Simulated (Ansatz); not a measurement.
Run on RhC (zincblende type): DFT, PBE, all-electron LAPW, scalar-relativistic (Ansatz 0.2.0).

The cell comes from a relaxation on PAW files under the same functional, begun from a prototype that needn't be the stable phase.

Command: `ansatz run input.yaml --threads 1 --pin off --max-ram 2048MiB --backend cpu --events-out ev --progress --plain --runs-dir out` It took 52 s on 1 thread of Arm Neoverse V2, on a shared host, peak memory 0.39 GiB.

```yaml
crystal:
  lattice:
    - [0.0, 2.2908621762, 2.2908621762]
    - [2.2908621762, 0.0, 2.2908621762]
    - [2.2908621762, 2.2908621762, 0.0]
  atoms:
    - { symbol: Rh, position: [0.0, 0.0, 0.0] }
    - { symbol: C, position: [0.25, 0.25, 0.25] }
kpoints:
  mp_grid: { grid: [14, 14, 14] }
  band_path:
    path:
      - [0.0, 0.0, 0.0]
      - [-0.5, -0.5, 0.0]
      - [-0.375, -0.375, 0.25]
      - [-0.375, 0.0, 0.375]
      - [0.0, 0.0, 0.0]
      - [0.0, 0.0, 0.5]
      - [-0.5, -0.25, 0.25]
      - [-0.5, -0.5, 0.0]
    npoints: 14
scf:
  occupations: { method: fermi_dirac, width: 0.1 }
hamiltonian:
  xc: pbe
  pseudopotentials: { kind: all_electron, lapw: { basis_error: 0.001 } }
output:
  forces: true
  stress: true
  eigenvalues: true
  populations: true
  dos: { projected: true, de: 0.2, e_range: [-14, 8] }
```

Output:

```
Rh: projections on atomic orbitals take those of the free atom 1s2 2s2 2p6 3s2 3p6 3d10 4s2 4p6 4d8 5s1, of charge +0.00 (hamiltonian.pseudopotentials.projection_atoms)
C: projections on atomic orbitals take those of the free atom 1s2 2s2 2p2, of charge +0.00 (hamiltonian.pseudopotentials.projection_atoms)
LAPW: plane waves up to 10.091 Å⁻¹, error target 1.0e-3 eV per atom; small_component_spin mean_spin; C in spheres of 0.836 Å, 6 of its electrons in bands, Dirac shells []; Rh in spheres of 1.148 Å, 33 of its electrons in bands, Dirac shells [] (how accurate: hamiltonian.pseudopotentials.lapw.basis_error, Limitations)
Engine: ansatz 0.2.0
Pseudopotentials: kind: all_electron
Pseudopotential: Rh, LAPW, valence charge 33, lapw/all_electron/scalar/gaussian/Rh, Koelling and Harmon's equation, gaussian nucleus
Pseudopotential: C, LAPW, valence charge 6, lapw/all_electron/scalar/gaussian/C, Koelling and Harmon's equation, gaussian nucleus
Functional definition: PBE
  parameter kappa = 0.804
  parameter beta = 0.06672455060314922
  exchange = pbe_x(kappa = kappa, mu = beta*pi^2/3)
  correlation = pbe_c(beta = beta)
Crystal: 2 atoms, lattice volume = 24.045 Å³
Basis set: ecut = 387.9495579795903 eV, 411 PW (Γ), exchange–correlation at level 2
Bands: 24, of which v1, the nominal top of the filled ones, is band 20 counted from 1 (19 counted from 0)
Symmetry: 24 space group operations
Space group: F-43m (ITA 216), of the structure as read, at distance tolerance 2.9e-5 Å
k-points: 104 of 2744 (time reversal used)
Non-local potential: Rh, projectors of the file, none
Non-local potential: C, projectors of the file, none
Initial density: superposition of atomic densities (chi_scale 0.1, normalization cell, long waves kept (reshape's long-wave potential 0.00 eV rms))
Initial wavefunctions: plane waves of lowest kinetic energy (no species holds an atomic orbital)
Functional: x = pbe(κ = 0.804, μ = 0.2195149727645171), c = pbe(β = 0.06672455060314922)
iter 1 solved again at ethr=1.77e-2 eV; its pass at ethr=1.00e-1 eV (dr2=6.90e0 eV) is discarded
SCF iter   1: F=—  HF=-131225.331365 eV  |F-HF|=—  |Δ(HF+E_count)|=         —  Δρ=1.53e-1  dr2=6.90e0  ethr=1.77e-2  ⟨swp⟩=2.0  Hψ=15631  notcnv=0
preconditioner: auto → Kerker (q_TF=auto, 2.957 Å⁻¹)  [metal: Δε(μ)=0.055 eV  Ē_g=10.940 eV  σ=0.100 eV  W_gap=0.14  n_scr=14 (ndim 8)  ℏωp=27.3 eV  f_vac=0.008  D(μ)=1.03/eV (n_scr^D=14)]
SCF iter   2: F=—  HF=-131223.832224 eV  |F-HF|=—  |Δ(HF+E_count)|=    1.50e0  Δρ=5.93e-2  dr2=7.67e-1  ethr=1.77e-2  ⟨swp⟩=3.0  Hψ=7016  notcnv=0
SCF iter   3: F=—  HF=-131223.167283 eV  |F-HF|=—  |Δ(HF+E_count)|=   6.65e-1  Δρ=3.13e-2  dr2=2.79e-1  ethr=1.97e-3  ⟨swp⟩=2.5  Hψ=7448  notcnv=0
iter 4 solved again at ethr=4.11e-5 eV; its pass at ethr=7.15e-4 eV (dr2=1.60e-2 eV) is discarded
SCF iter   4: F=—  HF=-131223.131186 eV  |F-HF|=—  |Δ(HF+E_count)|=         —  Δρ=8.54e-3  dr2=1.60e-2  ethr=4.11e-5  ⟨swp⟩=2.0  Hψ=12463  notcnv=0
the basis was enlarged: its passes take 434.4 KiB over the memory plan, 1 of 1 planned eigensolver slots
SCF iter   5: F=—  HF=-131223.122578 eV  |F-HF|=—  |Δ(HF+E_count)|=   8.61e-3  Δρ=2.33e-3  dr2=1.08e-3  ethr=4.10e-5  ⟨swp⟩=3.0  Hψ=7380  notcnv=0
SCF iter   6: F=—  HF=-131223.122769 eV  |F-HF|=—  |Δ(HF+E_count)|=   1.90e-4  Δρ=7.25e-4  dr2=1.23e-4  ethr=2.78e-6  ⟨swp⟩=3.0  Hψ=7413  notcnv=0
SCF iter   7: F=—  HF=-131223.122788 eV  |F-HF|=—  |Δ(HF+E_count)|=   1.98e-5  Δρ=2.01e-4  dr2=1.14e-5  ethr=3.16e-7  ⟨swp⟩=3.0  Hψ=7095  notcnv=0
SCF iter   8: F=—  HF=-131223.122794 eV  |F-HF|=—  |Δ(HF+E_count)|=   5.93e-6  Δρ=8.71e-5  dr2=2.27e-6  ethr=2.92e-8  ⟨swp⟩=3.0  Hψ=7478  notcnv=0
SCF iter   9: F=-131223.122793 eV  HF=-131223.122793 eV  |F-HF|=1.61e-8  |Δ(HF+E_count)|=   1.12e-6  Δρ=1.77e-5  dr2=7.28e-8  ethr=5.81e-9  ⟨swp⟩=2.0  Hψ=6949  notcnv=0
SCF 1 converged in 9 iterations: F = -131223.122793 eV  dr2 = 7.28e-8
NSCF: frozen V_eff on 99 k-points
SCF converged after 9 iterations
Free energy (F): -131223.122793 eV
Harris-Foulkes:  -131223.122793 eV  (|F-HF|=1.61e-8)
Internal energy: -131223.101460 eV  (E = F + TS)
E sigma→0 (E₀):  -131223.112127 eV
Entropy (-TS):   -0.021333 eV (-10.666 meV/atom)
Fermi energy:    16.880572 eV
--- Per-component energies (eV) ---
  E_band       = -6238.961618
  E_kinetic    = 136652.172457
  E_xc         = -3925.849715
  E_electrostatic = -263949.424203  (all electrons and nuclei)
  E_smearing   = -0.021333  (= −TS)
  E_closure    = 0.000000  (closes the sum)
  E_atoms      = -131207.659410  (free atoms, spherical and without spin; not in F)
  Σ components = -131223.122793   (vs F -131223.122793, Δ=0.00e0)
  Basis errors (estimates in eV, not in F): energy 4.7e-4 per atom: plane waves 4.3e-4 (2.6e-4 summed), levels above the bands 6.8e-58, relativity 5.4e-8, radial functions 3.8e-5, core shells 1.3e-6; eigenvalues (radial functions only) 1.9e-6; not estimated: angular momenta, meshes, grids; target (lapw.basis_error) 1.0e-3; muffin-tin radii C 0.836 Å, Rh 1.148 Å
--- Forces (eV/Å), atoms counted from 1 ---
  atom   1  Rh     0.00000000    -0.00000000     0.00000000
  atom   2  C     -0.00000000     0.00000000     0.00000000
  max |Σ_I F_I| component: 1.48e-16 eV/Å
--- Stress (GPa, compression-positive) ---
        0.033629      -0.000000       0.000000
       -0.000000       0.033629      -0.000000
        0.000000      -0.000000       0.033629
  P = ⅓ Tr σ = 0.0336 GPa (0.336 kbar)
--- Band table (eV; the first three rows and the last of 104) ---
  k-point 0: bands = ["-462.7537", "-462.7537", "-462.7537", "-280.6992", "-280.6992", "-280.6992", "-280.6463", "-280.6463", "-249.9801", "-62.5896", "-30.4498", "-30.4498", "-30.4498", "3.7036", "10.5885", "10.5885", "10.5885", "14.2475", "14.2475", "21.3869", "22.4478", "22.4478", "22.4478", "31.0892"]
  k-point 1: bands = ["-462.7537", "-462.7537", "-462.7537", "-280.6992", "-280.6992", "-280.6992", "-280.6463", "-280.6463", "-249.9801", "-62.5891", "-30.4558", "-30.4507", "-30.4507", "3.7809", "10.5543", "10.6314", "10.6314", "14.2268", "14.2268", "21.5005", "22.2881", "22.3925", "22.3925", "30.4397"]
  k-point 2: bands = ["-462.7537", "-462.7537", "-462.7537", "-280.6992", "-280.6992", "-280.6992", "-280.6463", "-280.6463", "-249.9801", "-62.5878", "-30.4725", "-30.4534", "-30.4534", "3.9992", "10.4838", "10.7474", "10.7474", "14.1855", "14.1855", "21.1940", "22.2115", "22.2115", "22.4528", "29.1507"]
  k-point 103: bands = ["-462.7537", "-462.7537", "-462.7537", "-280.6992", "-280.6992", "-280.6992", "-280.6463", "-280.6463", "-249.9801", "-62.5769", "-30.5415", "-30.5207", "-30.4973", "5.7074", "10.5365", "12.4451", "12.5310", "14.3277", "14.8239", "15.9913", "17.2437", "19.0637", "27.1135", "29.2629"]
--- Löwdin populations: 2 sites ---
  site symbol       q [e]
     0     Rh     44.3407
     1      C      6.5699
  spilling = 0.001754 (of n_electrons = 51.000000)
```

populations.tsv:

```
# site	symbol	l	j	q
# orbitals = lowdin
# n_electrons = 51.000000
# spilling = 0.001754
# projection_atom_Rh: 1s2 2s2 2p6 3s2 3p6 3d10 4s2 4p6 4d8 5s1
# projection_atom_C: 1s2 2s2 2p2
0	Rh	0_1S	-	1.999996
0	Rh	0_2S	-	1.999833
0	Rh	0_3S	-	1.997251
0	Rh	0_4S	-	1.953508
0	Rh	0_5S	-	0.535735
0	Rh	1_2P	-	5.999999
0	Rh	1_3P	-	5.999831
0	Rh	1_4P	-	5.974529
0	Rh	2_3D	-	9.999975
0	Rh	2_4D	-	7.880012
1	C	0_1S	-	1.995763
1	C	0_2S	-	1.457503
1	C	1_2P	-	3.116622
```

Next run (volume at 0.95 of the series' base cell), as changes to the input before:

```diff
   lattice:
-    - [0.0, 2.2908621762, 2.2908621762]
-    - [2.2908621762, 0.0, 2.2908621762]
-    - [2.2908621762, 2.2908621762, 0.0]
+    - [0.0, 2.2520265012, 2.2520265012]
+    - [2.2520265012, 0.0, 2.2520265012]
+    - [2.2520265012, 2.2520265012, 0.0]
   atoms:
   mp_grid: { grid: [14, 14, 14] }
-  band_path:
-    path:
-      - [0.0, 0.0, 0.0]
-      - [-0.5, -0.5, 0.0]
-      - [-0.375, -0.375, 0.25]
-      - [-0.375, 0.0, 0.375]
-      - [0.0, 0.0, 0.0]
-      - [0.0, 0.0, 0.5]
-      - [-0.5, -0.25, 0.25]
-      - [-0.5, -0.5, 0.0]
-    npoints: 14
 scf:
   populations: true
-  dos: { projected: true, de: 0.2, e_range: [-14, 8] }
```

Results part of the output:

```
SCF 1 converged in 9 iterations: F = -131223.074217 eV  dr2 = 3.50e-8
SCF converged after 9 iterations
Free energy (F): -131223.074217 eV
Harris-Foulkes:  -131223.074217 eV  (|F-HF|=1.17e-8)
Internal energy: -131223.053959 eV  (E = F + TS)
E sigma→0 (E₀):  -131223.064088 eV
Entropy (-TS):   -0.020257 eV (-10.129 meV/atom)
Fermi energy:    18.098427 eV
--- Per-component energies (eV) ---
  E_band       = -7349.435056
  E_kinetic    = 136657.872893
  E_xc         = -3927.081973
  E_electrostatic = -263953.844880  (all electrons and nuclei)
  E_smearing   = -0.020257  (= −TS)
  E_closure    = 0.000000  (closes the sum)
  E_atoms      = -131207.659410  (free atoms, spherical and without spin; not in F)
  Σ components = -131223.074217   (vs F -131223.074217, Δ=0.00e0)
  Basis errors (estimates in eV, not in F): energy 4.8e-4 per atom: plane waves 4.4e-4 (2.6e-4 summed), levels above the bands 1.6e-59, relativity 2.2e-8, radial functions 3.8e-5, core shells 6.8e-11; eigenvalues (radial functions only) 2.1e-6; not estimated: angular momenta, meshes, grids; target (lapw.basis_error) 1.0e-3; muffin-tin radii C 0.821 Å, Rh 1.130 Å
--- Forces (eV/Å), atoms counted from 1 ---
  atom   1  Rh     0.00000000    -0.00000000     0.00000000
  atom   2  C     -0.00000000     0.00000000     0.00000000
  max |Σ_I F_I| component: 6.48e-17 eV/Å
--- Stress (GPa, compression-positive) ---
       13.539266       0.000000       0.000000
        0.000000      13.539266      -0.000000
        0.000000      -0.000000      13.539266
  P = ⅓ Tr σ = 13.5393 GPa (135.393 kbar)
--- Band table (eV; the first three rows and the last of 104) ---
  k-point 0: bands = ["-575.6566", "-461.6501", "-461.6501", "-461.6501", "-279.5955", "-279.5955", "-279.5955", "-279.5426", "-279.5426", "-248.7194", "-61.5353", "-29.3986", "-29.3986", "-29.3986", "4.5059", "11.3932", "11.3932", "11.3932", "15.2779", "15.2779", "22.7162", "23.9317", "23.9317", "23.9317", "32.6331"]
  k-point 1: bands = ["-575.6566", "-461.6501", "-461.6501", "-461.6501", "-279.5955", "-279.5955", "-279.5955", "-279.5426", "-279.5426", "-248.7194", "-61.5347", "-29.4060", "-29.3998", "-29.3998", "4.5890", "11.3581", "11.4392", "11.4392", "15.2546", "15.2546", "22.8550", "23.7473", "23.8796", "23.8796", "31.9299"]
  k-point 2: bands = ["-575.6566", "-461.6501", "-461.6501", "-461.6501", "-279.5955", "-279.5955", "-279.5955", "-279.5426", "-279.5426", "-248.7194", "-61.5329", "-29.4269", "-29.4031", "-29.4031", "4.8231", "11.2864", "11.5634", "11.5634", "15.2082", "15.2082", "22.6243", "23.7018", "23.7018", "23.8373", "30.5527"]
  k-point 103: bands = ["-575.6566", "-461.6501", "-461.6501", "-461.6501", "-279.5955", "-279.5955", "-279.5955", "-279.5426", "-279.5426", "-248.7194", "-61.5187", "-29.5121", "-29.4865", "-29.4575", "6.6301", "11.3231", "13.3829", "13.4430", "15.3824", "15.8564", "17.1787", "18.5501", "20.4221", "28.6476", "30.7131"]
--- Löwdin populations: 2 sites ---
  site symbol       q [e]
     0     Rh     44.3329
     1      C      6.5750
  spilling = 0.001806 (of n_electrons = 51.000000)
```

Next run (volume at 0.85 of the series' base cell), as changes to the input before:

```diff
   lattice:
-    - [0.0, 2.2520265012, 2.2520265012]
-    - [2.2520265012, 0.0, 2.2520265012]
-    - [2.2520265012, 2.2520265012, 0.0]
+    - [0.0, 2.1700609753, 2.1700609753]
+    - [2.1700609753, 0.0, 2.1700609753]
+    - [2.1700609753, 2.1700609753, 0.0]
   atoms:
```

Results part of the output:

```
SCF 1 converged in 9 iterations: F = -131222.588799 eV  dr2 = 6.89e-9
SCF converged after 9 iterations
Free energy (F): -131222.588799 eV
Harris-Foulkes:  -131222.588799 eV  (|F-HF|=2.45e-8)
Internal energy: -131222.570244 eV  (E = F + TS)
E sigma→0 (E₀):  -131222.579522 eV
Entropy (-TS):   -0.018555 eV (-9.277 meV/atom)
Fermi energy:    20.957581 eV
--- Per-component energies (eV) ---
  E_band       = -7248.097773
  E_kinetic    = 136672.596336
  E_xc         = -3930.075447
  E_electrostatic = -263965.091133  (all electrons and nuclei)
  E_smearing   = -0.018555  (= −TS)
  E_closure    = 0.000000  (closes the sum)
  E_atoms      = -131207.659410  (free atoms, spherical and without spin; not in F)
  Σ components = -131222.588799   (vs F -131222.588799, Δ=0.00e0)
  Basis errors (estimates in eV, not in F): energy 5.0e-4 per atom: plane waves 4.5e-4 (2.7e-4 summed), levels above the bands 1.3e-62, relativity 6.3e-8, radial functions 4.2e-5, core shells 1.0e-10; eigenvalues (radial functions only) 2.7e-6; not estimated: angular momenta, meshes, grids; target (lapw.basis_error) 1.0e-3; muffin-tin radii C 0.789 Å, Rh 1.090 Å
--- Forces (eV/Å), atoms counted from 1 ---
  atom   1  Rh     0.00000000    -0.00000000     0.00000000
  atom   2  C     -0.00000000     0.00000000    -0.00000000
  max |Σ_I F_I| component: 1.30e-16 eV/Å
--- Stress (GPa, compression-positive) ---
       54.994935       0.000000       0.000000
        0.000000      54.994935      -0.000000
        0.000000      -0.000000      54.994935
  P = ⅓ Tr σ = 54.9949 GPa (549.949 kbar)
--- Band table (eV; the first three rows and the last of 104) ---
  k-point 0: bands = ["-573.0438", "-459.0375", "-459.0375", "-459.0375", "-276.9816", "-276.9816", "-276.9816", "-276.9291", "-276.9291", "-245.7937", "-59.0643", "-26.9327", "-26.9327", "-26.9327", "6.4102", "13.2750", "13.2750", "13.2750", "17.6889", "17.6889", "25.7759", "27.3701", "27.3701", "27.3701", "36.2352"]
  k-point 1: bands = ["-573.0438", "-459.0375", "-459.0375", "-459.0375", "-276.9816", "-276.9816", "-276.9816", "-276.9291", "-276.9291", "-245.7937", "-59.0632", "-26.9445", "-26.9346", "-26.9346", "6.5070", "13.2382", "13.3283", "13.3283", "17.6591", "17.6591", "25.9530", "27.1533", "27.3313", "27.3313", "35.3960"]
  k-point 2: bands = ["-573.0438", "-459.0375", "-459.0375", "-459.0375", "-276.9816", "-276.9816", "-276.9816", "-276.9291", "-276.9291", "-245.7937", "-59.0601", "-26.9775", "-26.9397", "-26.9397", "6.7790", "13.1658", "13.4721", "13.4721", "17.5994", "17.5994", "25.9027", "27.0808", "27.1751", "27.1751", "33.8005"]
  k-point 103: bands = ["-573.0438", "-459.0375", "-459.0375", "-459.0375", "-276.9816", "-276.9816", "-276.9816", "-276.9291", "-276.9291", "-245.7937", "-59.0350", "-27.1109", "-27.0710", "-27.0256", "8.8036", "13.1637", "15.5636", "15.5833", "17.8602", "18.3049", "19.9786", "21.6311", "23.6305", "32.2336", "34.0758"]
--- Löwdin populations: 2 sites ---
  site symbol       q [e]
     0     Rh     44.3186
     1      C      6.5833
  spilling = 0.001923 (of n_electrons = 51.000000)
```

Next run (volume at 0.75 of the series' base cell), as changes to the input before:

```diff
   lattice:
-    - [0.0, 2.1700609753, 2.1700609753]
-    - [2.1700609753, 0.0, 2.1700609753]
-    - [2.1700609753, 2.1700609753, 0.0]
+    - [0.0, 2.0813864178, 2.0813864178]
+    - [2.0813864178, 0.0, 2.0813864178]
+    - [2.0813864178, 2.0813864178, 0.0]
   atoms:
```

Results part of the output:

```
SCF 1 converged in 9 iterations: F = -131221.266686 eV  dr2 = 1.29e-8
SCF converged after 9 iterations
Free energy (F): -131221.266686 eV
Harris-Foulkes:  -131221.266686 eV  (|F-HF|=9.60e-10)
Internal energy: -131221.249391 eV  (E = F + TS)
E sigma→0 (E₀):  -131221.258038 eV
Entropy (-TS):   -0.017296 eV (-8.648 meV/atom)
Fermi energy:    24.562962 eV
--- Per-component energies (eV) ---
  E_band       = -7120.136199
  E_kinetic    = 136693.475242
  E_xc         = -3933.998974
  E_electrostatic = -263980.725658  (all electrons and nuclei)
  E_smearing   = -0.017296  (= −TS)
  E_closure    = 0.000000  (closes the sum)
  E_atoms      = -131207.659410  (free atoms, spherical and without spin; not in F)
  Σ components = -131221.266686   (vs F -131221.266686, Δ=0.00e0)
  Basis errors (estimates in eV, not in F): energy 5.1e-4 per atom: plane waves 4.7e-4 (2.8e-4 summed), levels above the bands 2.0e-65, relativity 3.7e-8, radial functions 3.8e-5, core shells 1.1e-10; eigenvalues (radial functions only) 2.8e-6; not estimated: angular momenta, meshes, grids; target (lapw.basis_error) 1.0e-3; muffin-tin radii C 0.756 Å, Rh 1.047 Å
--- Forces (eV/Å), atoms counted from 1 ---
  atom   1  Rh     0.00000000    -0.00000000     0.00000000
  atom   2  C     -0.00000000     0.00000000    -0.00000000
  max |Σ_I F_I| component: 3.70e-17 eV/Å
--- Stress (GPa, compression-positive) ---
      128.220942       0.000000       0.000000
        0.000000     128.220942      -0.000000
        0.000000      -0.000000     128.220942
  P = ⅓ Tr σ = 128.2209 GPa (1282.209 kbar)
--- Band table (eV; the first three rows and the last of 104) ---
  k-point 0: bands = ["-569.7207", "-455.7145", "-455.7145", "-455.7145", "-273.6555", "-273.6555", "-273.6555", "-273.6037", "-273.6037", "-242.1797", "-55.9700", "-23.8356", "-23.8356", "-23.8356", "8.8597", "15.6309", "15.6309", "15.6309", "20.7096", "20.7096", "29.5248", "31.5954", "31.5954", "31.5954", "40.7634"]
  k-point 1: bands = ["-569.7207", "-455.7145", "-455.7145", "-455.7145", "-273.6555", "-273.6555", "-273.6555", "-273.6037", "-273.6037", "-242.1797", "-55.9680", "-23.8551", "-23.8386", "-23.8386", "8.9747", "15.5936", "15.6939", "15.6939", "20.6704", "20.6704", "29.7272", "31.3690", "31.5866", "31.5866", "39.7364"]
  k-point 2: bands = ["-569.7207", "-455.7145", "-455.7145", "-455.7145", "-273.6555", "-273.6555", "-273.6555", "-273.6037", "-273.6037", "-242.1797", "-55.9624", "-23.9093", "-23.8469", "-23.8469", "9.2958", "15.5247", "15.8633", "15.8633", "20.5916", "20.5916", "29.8498", "31.1742", "31.4894", "31.4894", "37.8503"]
  k-point 103: bands = ["-569.7207", "-455.7145", "-455.7145", "-455.7145", "-273.6555", "-273.6555", "-273.6555", "-273.6037", "-273.6037", "-242.1797", "-55.9157", "-24.1252", "-24.0615", "-23.9878", "11.5648", "15.4728", "18.1961", "18.3525", "20.9843", "21.4458", "23.5280", "25.5371", "27.7103", "36.7207", "38.2423"]
--- Löwdin populations: 2 sites ---
  site symbol       q [e]
     0     Rh     44.3067
     1      C      6.5880
  spilling = 0.002065 (of n_electrons = 51.000000)
```

Next run (volume at 0.65 of the series' base cell), as changes to the input before:

```diff
   lattice:
-    - [0.0, 2.0813864178, 2.0813864178]
-    - [2.0813864178, 0.0, 2.0813864178]
-    - [2.0813864178, 2.0813864178, 0.0]
+    - [0.0, 1.984434402, 1.984434402]
+    - [1.984434402, 0.0, 1.984434402]
+    - [1.984434402, 1.984434402, 0.0]
   atoms:
```

Results part of the output:

```
SCF 1 converged in 9 iterations: F = -131218.445454 eV  dr2 = 8.70e-9
SCF converged after 9 iterations
Free energy (F): -131218.445454 eV
Harris-Foulkes:  -131218.445454 eV  (|F-HF|=1.37e-9)
Internal energy: -131218.428894 eV  (E = F + TS)
E sigma→0 (E₀):  -131218.437174 eV
Entropy (-TS):   -0.016560 eV (-8.280 meV/atom)
Fermi energy:    29.241732 eV
--- Per-component energies (eV) ---
  E_band       = -6954.269405
  E_kinetic    = 136723.795071
  E_xc         = -3939.252941
  E_electrostatic = -264002.971024  (all electrons and nuclei)
  E_smearing   = -0.016560  (= −TS)
  E_closure    = 0.000000  (closes the sum)
  E_atoms      = -131207.659410  (free atoms, spherical and without spin; not in F)
  Σ components = -131218.445454   (vs F -131218.445454, Δ=0.00e0)
  Basis errors (estimates in eV, not in F): energy 5.3e-4 per atom: plane waves 4.9e-4 (2.9e-4 summed), levels above the bands 5.3e-68, relativity 7.3e-8, radial functions 4.3e-5, core shells 1.0e-10; eigenvalues (radial functions only) 2.4e-6; not estimated: angular momenta, meshes, grids; target (lapw.basis_error) 1.0e-3; muffin-tin radii C 0.720 Å, Rh 0.999 Å
--- Forces (eV/Å), atoms counted from 1 ---
  atom   1  Rh     0.00000000    -0.00000000     0.00000000
  atom   2  C     -0.00000000     0.00000000     0.00000000
  max |Σ_I F_I| component: 7.40e-17 eV/Å
--- Stress (GPa, compression-positive) ---
      261.345376       0.000000       0.000000
        0.000000     261.345376      -0.000000
        0.000000      -0.000000     261.345376
  P = ⅓ Tr σ = 261.3454 GPa (2613.454 kbar)
--- Band table (eV; the first three rows and the last of 104) ---
  k-point 0: bands = ["-565.3836", "-451.3777", "-451.3777", "-451.3777", "-269.3127", "-269.3127", "-269.3127", "-269.2620", "-269.2620", "-237.6212", "-52.0090", "-19.8444", "-19.8444", "-19.8444", "12.1318", "18.6612", "18.6612", "18.6612", "24.5975", "24.5975", "34.2382", "36.8665", "36.8665", "36.8665", "46.6800"]
  k-point 1: bands = ["-565.3836", "-451.3777", "-451.3777", "-451.3777", "-269.3127", "-269.3127", "-269.3127", "-269.2620", "-269.2620", "-237.6212", "-52.0051", "-19.8779", "-19.8494", "-19.8494", "12.2721", "18.6258", "18.7373", "18.7373", "24.5441", "24.5441", "34.4566", "36.6517", "36.9176", "36.9176", "45.3885"]
  k-point 2: bands = ["-565.3836", "-451.3777", "-451.3777", "-451.3777", "-269.3127", "-269.3127", "-269.3127", "-269.2620", "-269.2620", "-237.6212", "-51.9940", "-19.9713", "-19.8635", "-19.8635", "12.6596", "18.5697", "18.9413", "18.9413", "24.4367", "24.4367", "34.6964", "36.4362", "36.9534", "36.9534", "43.1223"]
  k-point 103: bands = ["-565.3836", "-451.3777", "-451.3777", "-451.3777", "-269.3127", "-269.3127", "-269.3127", "-269.2620", "-269.2620", "-237.6212", "-51.9027", "-20.3349", "-20.2302", "-20.1058", "15.1910", "18.4553", "21.5520", "21.9361", "25.0371", "25.6147", "28.1607", "30.6351", "33.0578", "42.4826", "43.5465"]
--- Löwdin populations: 2 sites ---
  site symbol       q [e]
     0     Rh     44.2987
     1      C      6.5865
  spilling = 0.002252 (of n_electrons = 51.000000)
```

The structure type is held throughout; the real material can change phase at far lower pressure.
